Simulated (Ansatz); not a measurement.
How much do the gradients of BaSrCeZrO6 depend on the method?

Cell: a computed structure from the Materials Project (it need not be an observed phase), atoms as given.

Space group P-1 (No. 2); a = 6.0682, b = 6.0927, c = 8.5830 Å, α = 90.17°, β = 90.15°, γ = 90.23°.

| site | Wyckoff | site symmetry | x | y | z |
| --- | --- | --- | --- | --- | --- |
| Ba | 2i | 1 | 0.5057 | 0.5240 | 0.2499 |
| Sr | 2i | 1 | 0.9944 | 0.0310 | 0.2513 |
| Ce5 | 1c | -1 | 0.0000 | 0.5000 | 0.0000 |
| Ce6 | 1f | -1 | 0.5000 | 0.0000 | 0.5000 |
| Zr7 | 1d | -1 | 0.5000 | 0.0000 | 0.0000 |
| Zr8 | 1g | -1 | 0.0000 | 0.5000 | 0.5000 |
| O9 | 2i | 1 | 0.2212 | 0.2059 | 0.9535 |
| O10 | 2i | 1 | 0.2750 | 0.7114 | 0.5343 |
| O13 | 2i | 1 | 0.2902 | 0.7242 | 0.9639 |
| O14 | 2i | 1 | 0.2034 | 0.2185 | 0.5447 |
| O17 | 2i | 1 | 0.4133 | 0.9933 | 0.2422 |
| O18 | 2i | 1 | 0.0666 | 0.4648 | 0.2575 |

One atom of each set is listed.

First run. The numbers come from a DFT calculation in Ansatz (PBE, plane waves and PAW, scalar-relativistic, 420 eV cutoff, Γ-centred 4×4×3 k-points, Fermi–Dirac smearing 0.02 eV).

```json
{"site": "Ba", "V_zz (10²¹ V/m²)": "-6.14", "η": "0.41"}
{"site": "Sr", "V_zz (10²¹ V/m²)": "-5.34", "η": "0.25"}
{"site": "Ce5", "V_zz (10²¹ V/m²)": "-5.52", "η": "0.41"}
{"site": "Ce6", "V_zz (10²¹ V/m²)": "-5.94", "η": "0.54"}
{"site": "Zr7", "V_zz (10²¹ V/m²)": "-2.43", "η": "0.29"}
{"site": "Zr8", "V_zz (10²¹ V/m²)": "-2.76", "η": "0.31"}
{"site": "O9", "V_zz (10²¹ V/m²)": "-0.72", "η": "0.89"}
{"site": "O10", "V_zz (10²¹ V/m²)": "1.22", "η": "0.29"}
{"site": "O13", "V_zz (10²¹ V/m²)": "1.26", "η": "0.25"}
{"site": "O14", "V_zz (10²¹ V/m²)": "0.65", "η": "1.00"}
{"site": "O17", "V_zz (10²¹ V/m²)": "0.59", "η": "0.98"}
{"site": "O18", "V_zz (10²¹ V/m²)": "0.80", "η": "0.27"}
```

Second run. The same atoms and settings, except that the functional is r2SCAN and the cutoff is 500 eV.

Question: What does the second run give?

Answer: 

```json
{"site": "Ba", "V_zz": "-6.46", "η": "0.42", "change of V_zz": "-0.32"}
{"site": "Sr", "V_zz": "-5.54", "η": "0.26", "change of V_zz": "-0.20"}
{"site": "Ce5", "V_zz": "-5.46", "η": "0.40", "change of V_zz": "+0.06"}
{"site": "Ce6", "V_zz": "-6.11", "η": "0.56", "change of V_zz": "-0.17"}
{"site": "Zr7", "V_zz": "-2.52", "η": "0.29", "change of V_zz": "-0.09"}
{"site": "Zr8", "V_zz": "-2.73", "η": "0.33", "change of V_zz": "+0.03"}
{"site": "O9", "V_zz": "-0.70", "η": "0.87", "change of V_zz": "+0.02"}
{"site": "O10", "V_zz": "1.22", "η": "0.22", "change of V_zz": "0.00"}
{"site": "O13", "V_zz": "1.26", "η": "0.26", "change of V_zz": "0.00"}
{"site": "O14", "V_zz": "0.61", "η": "0.99", "change of V_zz": "-0.04"}
{"site": "O17", "V_zz": "0.56", "η": "0.99", "change of V_zz": "-0.03"}
{"site": "O18", "V_zz": "0.85", "η": "0.12", "change of V_zz": "+0.05"}
```

The largest change of V_zz is on Ba, from -6.14 to -6.46. In per cent, |V_zz| changes by +5 on Ba, +4 on Sr, -1 to +3 on Ce, -1 to +4 on Zr, -6 to +6 on O (all sites that start above 0.5).

Without spin–orbit coupling the gradients at and beside Ce can be off by some per cent, at some sites by more.
For the second run: The largest force is 0.3 eV/Å, so the atoms aren't at the calculated equilibrium and relaxing them would move these values.
